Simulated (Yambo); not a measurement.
Input:

```xyz
2
Lattice="0.0000 2.6324 2.6324 2.6324 0.0000 2.6324 2.6324 2.6324 0.0000" Properties=species:S:1:pos:R:3 pbc="T T T"
F      2.6324     2.6324     2.6324
K      5.2647     5.2647     5.2647
```

Workflow: norm-conserving PBEsol (Quantum ESPRESSO, 84 Ry, without SOC), then G0W0 in Yambo (4×4×4 Γ-centred k mesh, 140 bands and a 14 Ry block in the screening, 140 bands in G with the Bruneval-Gonze terminator, plasmon pole fitted at 27.2 eV).

Task: Give the PBEsol and G0W0 gaps between the band edges found on this mesh, and say where the edges lie.

Result: Edges: Γ → Γ. PBEsol: 6.29 eV; G0W0: 10.14 eV. Convergence of the G0W0 settings was not tested. 

Geometry strained from the cell relaxed with PBEsol, atoms relaxed again.
